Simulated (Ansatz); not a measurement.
# Na2MgPb (space group P6_3/mmc): energy against volume

Na2MgPb (space group P6_3/mmc)

```xyz
8
Lattice="5.0943 0.0000 0.0000 -2.5471 4.4118 0.0000 0.0000 0.0000 10.0879" Properties=species:S:1:pos:R:3 pbc="T T T"
Na     2.5471     1.4706     4.2420
Na     0.0000     2.9412     5.8459
Na     0.0000     2.9412     9.2859
Na     2.5471     1.4706     0.8020
Mg     0.0000     0.0000     7.5659
Mg     0.0000     0.0000     2.5220
Pb     2.5471     1.4706     7.5659
Pb     0.0000     2.9412     2.5220
```

The volume is varied about the relaxed value V₀ at fixed cell shape. The atoms relax within the cell's symmetry.

Level of theory: PBEsol (plane waves to 420 eV, PAW, scalar-relativistic; Ansatz, a program for electronic structure). k mesh 11×11×5 (Γ-centred), Fermi-Dirac smearing 0.05 eV. The energy includes the smearing's −TS. Stress and pressure are positive under compression. With the shape held, the modulus is that of even scaling; a crystal free to change shape is softer. Na2MgPb was relaxed with its symmetry unable to fall. Spin-orbit coupling is left out, though Pb is heavy. The zero of ΔE is the relaxed starting cell.

| V (Å³/cell) | ΔE (eV/atom) | P (GPa) |
|---|---|---|
| 190.45 | 0.071 | 5.8 |
| 199.52 | 0.037 | 3.9 |
| 208.59 | 0.015 | 2.3 |
| 217.66 | 0.004 | 1.0 |
| 226.73 | 0.000 | 0.0 |
| 235.79 | 0.003 | -0.8 |
| 244.86 | 0.011 | -1.5 |
| 253.93 | 0.024 | -2.0 |
| 263.00 | 0.039 | -2.4 |

Derived quantities:

```
Property                                                                      Result
---------------------------------------------------------------------  -------------
Pressure at the smallest volume                                              5.8 GPa
Energy cost of the largest compression                                   71 meV/atom
Energy cost of the largest expansion                                     39 meV/atom
Bulk modulus at fixed cell shape B₀ (third-order Birch-Murnaghan fit)       22.7 GPa
Pressure derivative B₀′ (fit)                                                    4.4
Equilibrium volume of the fit                                          28.34 Å³/atom
Pressure for 5 % compression (fit)                                           1.3 GPa
```

(A scan under strain: stresses follow from slopes of the energy per volume, elastic moduli from its curvatures.)
